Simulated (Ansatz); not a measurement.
MgS (rock salt, space group No. 225), DFT-PBE in the program Ansatz with PAW potentials. The conduction-band minimum lies at X, with 3 equivalent valleys. Second derivatives d²E/dk² of the lowest band at one valley (eV·Å²), along Cartesian directions:

| direction | d²E/dk² |
|---|---|
| [100] | 14.54 |
| [010] | 26.04 |
| [001] | 26.04 |
| [110] | 20.29 |
| [101] | 20.29 |
| [011] | 26.01 |

**Question.** Find the principal effective masses, the density-of-states mass and the conductivity mass.

**Answer.** Off-diagonal terms follow from H_xy = H[110] − (H_xx + H_yy)/2, and m*/mₑ = 7.620 eV·Å² over each eigenvalue: 0.29, 0.29, 0.52. One valley's DOS mass (m₁m₂m₃)^(1/3) = 0.36, conductivity mass 3/(Σ 1/mᵢ) = 0.34 mₑ.

**Question.** What effective density of states Nc follows at 300 K for parabolic valleys?

**Answer.** Nc = 2.509e19 × 3 × (0.36)^(3/2) ≈ 1.6e19 cm⁻³.

**Question.** With the computed static dielectric constant 16.4 (mean of the diagonal), estimate a hydrogenic donor's binding energy and radius.

**Answer.** E = 13.606 eV × 0.34/16.4² ≈ 17 meV; a = 0.529 Å × ε/m* ≈ 26 Å. Semilocal masses tend to be too small where the gap is.

**Question.** With ε∞ = 5.41 and ω_LO = 389 cm⁻¹, what Fröhlich coupling constant follows?

**Answer.** α = (1/ε∞ − 1/ε0) √(m* × 13.606 eV/ħω_LO) = 1.2.

Space group Fm-3m (rock salt). Symmetry was held in the PBE relaxation; phonons on a q-mesh show no instability.

Potentials: the later of the program's two PAW sets.
